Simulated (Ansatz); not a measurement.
## Pt (Fm-3m), ideal shear of a crystal plane

These are results of DFT PBEsol, scalar-relativistic, plane waves, PAW (Ansatz 0.2.0), not measurements. The runs took a 420 eV cutoff, a Γ-centred 12×17×5 mesh and Gaussian smearing (0.15 eV). Spin–orbit coupling is left out, which can shift energies with elements as heavy as these. No spin polarisation. Energies are free energies at this smearing, counted from the undisturbed cell; pressure is positive in compression.

The starting cell (as given, not relaxed at this level; it stands at 0.6 GPa):

```yaml
crystal:
  lattice:
    - [3.91580, 0.00000, 0.00000]
    - [0.00000, 1.95790, -1.95790]
    - [0.00000, 7.83160, 7.83160]
  atoms:
    - { symbol: Pt, position: [0.00000, 0.00000, 0.93750] }
    - { symbol: Pt, position: [0.50000, 0.50000, 0.06250] }
    - { symbol: Pt, position: [0.00000, 0.00000, 0.18750] }
    - { symbol: Pt, position: [0.50000, 0.50000, 0.31250] }
    - { symbol: Pt, position: [0.00000, 0.00000, 0.43750] }
    - { symbol: Pt, position: [0.50000, 0.50000, 0.56250] }
    - { symbol: Pt, position: [0.00000, 0.00000, 0.68750] }
    - { symbol: Pt, position: [0.50000, 0.50000, 0.81250] }
```

The cut lies on the cell's a–b face, a (0 1 1) plane (indices in the standard cell, whose axes needn't be the Cartesian ones shown) of area 10.84 Å², between layers 1.38 Å apart. Vector c is tilted by f times 1·a + 0·b (length 3.916 Å) with the atoms' Cartesian places fixed: one unrelaxed fault a cell. The traction is dγ/du, the slope of γ against the slip u in Å. Some rows repeat others by symmetry and weren't run.

| f | γ (mJ/m²) | traction (GPa) |
| --- | --- | --- |
| 0.0000 | 0 | 0.0 |
| 0.1000 | 617 | 34.3 |
| 0.2000 | 3024 | 92.4 |
| 0.3000 | 7765 | 142.1 |
| 0.4000 | 13124 | 115.7 |
| 0.5000 | 15601 | 0.0 |
| 0.6000 | 13124 | -115.7 |
| 0.7000 | 7765 | -142.1 |
| 0.8000 | 3024 | -92.4 |
| 0.9000 | 617 | -34.3 |

Question: Read off the first barrier and the stress needed to climb it, and compare with Frenkel's sinusoid.

Answer: The first sampled maximum lies at f = 0.500, a slip of 1.96 Å, with γ ≈ 15601 mJ/m², which stands in for the unstable fault energy γ_us, and the steepest sampled slope before it is 142.1 GPa. A sinusoid γ = γ_us sin²(πu/λ) with its maximum there has λ = 3.92 Å and a largest slope πγ_us/λ = 125.2 GPa (1 mJ/m² per Å = 0.01 GPa).

Question: Is there a metastable fault on this line?

Answer: Apart from points where γ returns to about zero, no local minimum shows among the samples, so at this sampling the line offers no fault for a dislocation to split on; a fault can still lie off the line.

The cut is rigid; relaxing the faces lowers these energies and usually the stresses.

In a metal these slopes depend on the k mesh and the smearing.

Cost: 6 runs of about 10 core-minutes in all, on Intel Xeon Platinum 8375C (Ice Lake) (shared hosts).